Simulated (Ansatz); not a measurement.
Ba3In2Br2O5:
```
Ba3In2Br2O5
1.0
   -2.13919     2.13919    13.09218
    2.13919    -2.13919    13.09218
    2.13919     2.13919   -13.09218
Ba In Br O
3 2 2 5
Cartesian
  0.00000   0.00000  17.09820
  0.00000   0.00000   9.08617
  0.00000   0.00000  13.09218
  0.00000   0.00000  24.11985
  0.00000   0.00000   2.06451
  0.00000   0.00000  20.85628
  0.00000   0.00000   5.32808
  2.13919   0.00000  10.76397
  0.00000   2.13919   2.32821
  0.00000   2.13919  10.76397
  2.13919   0.00000   2.32821
  0.00000   0.00000   0.00000
```

Relaxed with r²SCAN.

Problem. Tabulate the valence density and the electron localisation function along the shortest In–Br contact (3.26 Å), DFT-r²SCAN in the program Ansatz with PAW potentials.

Solution. 

```tsv
distance from In (Å)	density (e/Å³)	ELF
0.33	8.65	0.00
0.49	5.22	0.05
0.65	2.66	0.18
0.82	1.16	0.28
0.98	0.49	0.25
1.14	0.24	0.16
1.31	0.14	0.10
1.47	0.11	0.10
1.63	0.12	0.20
1.79	0.17	0.46
1.96	0.25	0.69
2.12	0.41	0.80
2.28	0.66	0.85
2.45	0.97	0.86
2.61	1.16	0.73
2.77	1.00	0.32
2.94	0.57	0.02
```

The density is the valence pseudo-density with augmentation charge, so density and ELF within about 1 Å of a nucleus are not all-electron values.

Space group I4/mmm. The workflow started from a Materials Project entry (that database holds measured and hypothetical structures alike); the Crystallography Open Database files this formula in space group No. 139, but the cells were not matched. Its standing as an ambient phase is unchecked. The r²SCAN relaxation kept the symmetry of its start; whether a distortion lowers the energy is not shown. Spin–orbit coupling is left out wherever it is not named.

Potentials: the later of the program's two PAW sets.
